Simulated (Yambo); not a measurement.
Absorption of K2RhAgF6 (space group Fm-3m, No. 225) with and without the electron-hole interaction (Yambo, PBEsol bands; 4×4×4 mesh, 23 valence and 6 conduction bands, static screening with 109 bands and a 3 Ry block, scissor 2.27 eV, Tamm-Dancoff; field along x).

```json
[
 {"E (eV)": "0.10", "Im ε, BSE": "0.02", "Im ε, independent quasiparticles": "0.02"},
 {"E (eV)": "0.20", "Im ε, BSE": "0.03", "Im ε, independent quasiparticles": "0.02"},
 {"E (eV)": "0.30", "Im ε, BSE": "0.03", "Im ε, independent quasiparticles": "0.02"},
 {"E (eV)": "0.40", "Im ε, BSE": "0.03", "Im ε, independent quasiparticles": "0.02"},
 {"E (eV)": "0.50", "Im ε, BSE": "0.03", "Im ε, independent quasiparticles": "0.02"},
 {"E (eV)": "0.60", "Im ε, BSE": "0.03", "Im ε, independent quasiparticles": "0.02"},
 {"E (eV)": "0.70", "Im ε, BSE": "0.03", "Im ε, independent quasiparticles": "0.02"},
 {"E (eV)": "0.80", "Im ε, BSE": "0.03", "Im ε, independent quasiparticles": "0.02"},
 {"E (eV)": "0.90", "Im ε, BSE": "0.04", "Im ε, independent quasiparticles": "0.02"},
 {"E (eV)": "1.00", "Im ε, BSE": "0.04", "Im ε, independent quasiparticles": "0.02"},
 {"E (eV)": "1.10", "Im ε, BSE": "0.04", "Im ε, independent quasiparticles": "0.02"},
 {"E (eV)": "1.20", "Im ε, BSE": "0.04", "Im ε, independent quasiparticles": "0.02"},
 {"E (eV)": "1.30", "Im ε, BSE": "0.05", "Im ε, independent quasiparticles": "0.03"},
 {"E (eV)": "1.40", "Im ε, BSE": "0.05", "Im ε, independent quasiparticles": "0.03"},
 {"E (eV)": "1.50", "Im ε, BSE": "0.05", "Im ε, independent quasiparticles": "0.03"},
 {"E (eV)": "1.60", "Im ε, BSE": "0.06", "Im ε, independent quasiparticles": "0.03"},
 {"E (eV)": "1.70", "Im ε, BSE": "0.06", "Im ε, independent quasiparticles": "0.03"},
 {"E (eV)": "1.80", "Im ε, BSE": "0.07", "Im ε, independent quasiparticles": "0.03"},
 {"E (eV)": "1.90", "Im ε, BSE": "0.07", "Im ε, independent quasiparticles": "0.04"},
 {"E (eV)": "2.00", "Im ε, BSE": "0.08", "Im ε, independent quasiparticles": "0.04"},
 {"E (eV)": "2.10", "Im ε, BSE": "0.09", "Im ε, independent quasiparticles": "0.04"},
 {"E (eV)": "2.20", "Im ε, BSE": "0.10", "Im ε, independent quasiparticles": "0.04"},
 {"E (eV)": "2.30", "Im ε, BSE": "0.11", "Im ε, independent quasiparticles": "0.05"},
 {"E (eV)": "2.40", "Im ε, BSE": "0.12", "Im ε, independent quasiparticles": "0.05"},
 {"E (eV)": "2.50", "Im ε, BSE": "0.14", "Im ε, independent quasiparticles": "0.05"},
 {"E (eV)": "2.60", "Im ε, BSE": "0.16", "Im ε, independent quasiparticles": "0.06"},
 {"E (eV)": "2.70", "Im ε, BSE": "0.19", "Im ε, independent quasiparticles": "0.06"},
 {"E (eV)": "2.80", "Im ε, BSE": "0.22", "Im ε, independent quasiparticles": "0.07"},
 {"E (eV)": "2.90", "Im ε, BSE": "0.26", "Im ε, independent quasiparticles": "0.07"},
 {"E (eV)": "3.00", "Im ε, BSE": "0.33", "Im ε, independent quasiparticles": "0.08"},
 {"E (eV)": "3.10", "Im ε, BSE": "0.42", "Im ε, independent quasiparticles": "0.09"},
 {"E (eV)": "3.20", "Im ε, BSE": "0.54", "Im ε, independent quasiparticles": "0.10"},
 {"E (eV)": "3.30", "Im ε, BSE": "0.65", "Im ε, independent quasiparticles": "0.11"},
 {"E (eV)": "3.40", "Im ε, BSE": "0.83", "Im ε, independent quasiparticles": "0.13"},
 {"E (eV)": "3.50", "Im ε, BSE": "1.15", "Im ε, independent quasiparticles": "0.15"},
 {"E (eV)": "3.60", "Im ε, BSE": "1.73", "Im ε, independent quasiparticles": "0.18"},
 {"E (eV)": "3.70", "Im ε, BSE": "2.82", "Im ε, independent quasiparticles": "0.21"},
 {"E (eV)": "3.80", "Im ε, BSE": "5.05", "Im ε, independent quasiparticles": "0.26"},
 {"E (eV)": "3.90", "Im ε, BSE": "9.32", "Im ε, independent quasiparticles": "0.30"},
 {"E (eV)": "4.00", "Im ε, BSE": "11.0", "Im ε, independent quasiparticles": "0.35"},
 {"E (eV)": "4.10", "Im ε, BSE": "6.85", "Im ε, independent quasiparticles": "0.44"},
 {"E (eV)": "4.20", "Im ε, BSE": "3.93", "Im ε, independent quasiparticles": "0.57"},
 {"E (eV)": "4.30", "Im ε, BSE": "2.71", "Im ε, independent quasiparticles": "0.76"},
 {"E (eV)": "4.40", "Im ε, BSE": "1.96", "Im ε, independent quasiparticles": "1.09"},
 {"E (eV)": "4.50", "Im ε, BSE": "1.34", "Im ε, independent quasiparticles": "1.69"},
 {"E (eV)": "4.60", "Im ε, BSE": "1.01", "Im ε, independent quasiparticles": "2.89"},
 {"E (eV)": "4.70", "Im ε, BSE": "0.89", "Im ε, independent quasiparticles": "4.71"},
 {"E (eV)": "4.80", "Im ε, BSE": "0.91", "Im ε, independent quasiparticles": "6.09"},
 {"E (eV)": "4.90", "Im ε, BSE": "0.81", "Im ε, independent quasiparticles": "7.35"},
 {"E (eV)": "5.00", "Im ε, BSE": "0.68", "Im ε, independent quasiparticles": "5.71"},
 {"E (eV)": "5.10", "Im ε, BSE": "0.57", "Im ε, independent quasiparticles": "3.45"},
 {"E (eV)": "5.20", "Im ε, BSE": "0.46", "Im ε, independent quasiparticles": "2.58"},
 {"E (eV)": "5.30", "Im ε, BSE": "0.41", "Im ε, independent quasiparticles": "2.71"},
 {"E (eV)": "5.40", "Im ε, BSE": "0.41", "Im ε, independent quasiparticles": "3.09"},
 {"E (eV)": "5.50", "Im ε, BSE": "0.43", "Im ε, independent quasiparticles": "3.20"},
 {"E (eV)": "5.60", "Im ε, BSE": "0.43", "Im ε, independent quasiparticles": "2.63"},
 {"E (eV)": "5.70", "Im ε, BSE": "0.47", "Im ε, independent quasiparticles": "1.59"},
 {"E (eV)": "5.80", "Im ε, BSE": "0.59", "Im ε, independent quasiparticles": "0.99"},
 {"E (eV)": "5.90", "Im ε, BSE": "0.80", "Im ε, independent quasiparticles": "0.69"},
 {"E (eV)": "6.00", "Im ε, BSE": "0.80", "Im ε, independent quasiparticles": "0.53"},
 {"E (eV)": "6.10", "Im ε, BSE": "0.68", "Im ε, independent quasiparticles": "0.43"},
 {"E (eV)": "6.20", "Im ε, BSE": "0.67", "Im ε, independent quasiparticles": "0.40"},
 {"E (eV)": "6.30", "Im ε, BSE": "0.64", "Im ε, independent quasiparticles": "0.40"},
 {"E (eV)": "6.40", "Im ε, BSE": "0.66", "Im ε, independent quasiparticles": "0.46"},
 {"E (eV)": "6.50", "Im ε, BSE": "0.70", "Im ε, independent quasiparticles": "0.51"},
 {"E (eV)": "6.60", "Im ε, BSE": "0.74", "Im ε, independent quasiparticles": "0.48"},
 {"E (eV)": "6.70", "Im ε, BSE": "0.77", "Im ε, independent quasiparticles": "0.45"},
 {"E (eV)": "6.80", "Im ε, BSE": "0.90", "Im ε, independent quasiparticles": "0.44"},
 {"E (eV)": "6.90", "Im ε, BSE": "1.06", "Im ε, independent quasiparticles": "0.45"},
 {"E (eV)": "7.00", "Im ε, BSE": "1.31", "Im ε, independent quasiparticles": "0.50"}
]
```

The scissor comes from a G0W0 run whose convergence isn't established. Broadening 0.15 eV. The band window holds all transitions up to 9.3 eV. Fine structure above the onset can come from the mesh.

Spin-orbit splittings are left out.

Geometry of the Materials Project entry, not relaxed at this level; primitive cell a = 6.191 Å, b = 6.191 Å, c = 6.191 Å, α = 60.00°, β = 60.00°, γ = 60.00°.

The structure is a Materials Project entry; no match was found in the copy of COD used, and its stability was not checked.
